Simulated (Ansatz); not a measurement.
**Relaxing silver (A15)**

Method: Ansatz 0.2.0, DFT, PBEsol, plane waves (420 eV) with PAW, scalar-relativistic. (PAW data from PBE, frozen cores regenerated.)

k-point mesh 5×5×5, Fermi-Dirac smearing 0.1 eV, no spin polarisation. Cell and atoms relax.

Starting structure:

```xyz
8
Lattice="5.1483 0.0000 0.0000 0.0000 5.1483 0.0000 0.0000 0.0000 5.1483" Properties=species:S:1:pos:R:3 pbc="T T T"
Ag    0.0000    0.0000    0.0000
Ag    2.5741    2.5741    2.5741
Ag    1.2871    0.0000    2.5741
Ag    3.8612    0.0000    2.5741
Ag    2.5741    1.2871    0.0000
Ag    2.5741    3.8612    0.0000
Ag    0.0000    2.5741    1.2871
Ag    0.0000    2.5741    3.8612
```

Q: The pressure at the start is 0.8 GPa. By how much does the volume change?

A: From 17.06 to 17.18 Å³ per atom, 0.7 %. The final cell has a = 5.161 Å.

Q: How much energy does the relaxation gain?

A: 0.3 meV per atom.
